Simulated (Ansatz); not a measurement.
Relaxed Ti (hcp, Mg type):

```
CELL_PARAMETERS angstrom
      2.93914     0.00000     0.00000
     -1.46957     2.54537     0.00000
      0.00000     0.00000     4.65010
ATOMIC_POSITIONS crystal
  Ti 0.33333 0.66667 0.75000
  Ti 0.66667 0.33333 0.25000
```

A phonon eigenvector at Γ is frozen into this cell: atom i moves by Q times the vector below, so Q is the largest atomic displacement, in Å. The cell is held. It is one choice among 2 degenerate patterns.

```
atom      x       y      z
----  -----  ------  -----
Ti1   0.000  -1.000  0.000
Ti2   0.000   1.000  0.000
```

These are PBE (plane waves to 420 eV, PAW, scalar-relativistic; Ansatz, a quantum-chemistry and plane-wave program) values and carry that method's errors. k mesh 18×18×10 (Γ-centred), Fermi-Dirac smearing 0.05 eV. The energy includes the smearing's −TS. With partly filled bands, energies and forces of such displacements shift with the k mesh and the smearing. Ti is run without spin polarisation. Ti was relaxed with its symmetry unable to fall. ΔE is measured from the undisplaced structure. The last digit holds for this mesh only.

```csv
Q (Å),ΔE (meV/cell)
-0.1000,30.55
-0.0833,withheld
-0.0667,13.74
-0.0500,7.72
-0.0333,3.42
-0.0167,0.85
0.0000,0.00
0.0167,0.84
0.0333,3.31
0.0500,7.35
0.0667,12.90
0.0833,19.84
0.1000,28.09
```

Q: Fit a polynomial form (powers 2, 3, 4) to the given rows and predict ΔE at Q = -0.0833.

A: Least squares on the 12 given rows: ΔE = (3042)·Q² + (-1252)·Q³ + (-11020)·Q⁴, in meV/cell with Q in Å; root-mean-square residual 0.025 meV/cell. At -0.0833 the fit gives 21.30 meV/cell; the calculation gives 21.39 meV/cell, so the interpolation is off by -0.09 (-0.4 %). The quadratic term alone would give 21.11 meV/cell.

(For displaced atoms, the force is minus the slope of the energy, and its curvature is a force constant, which sets phonon frequencies.)
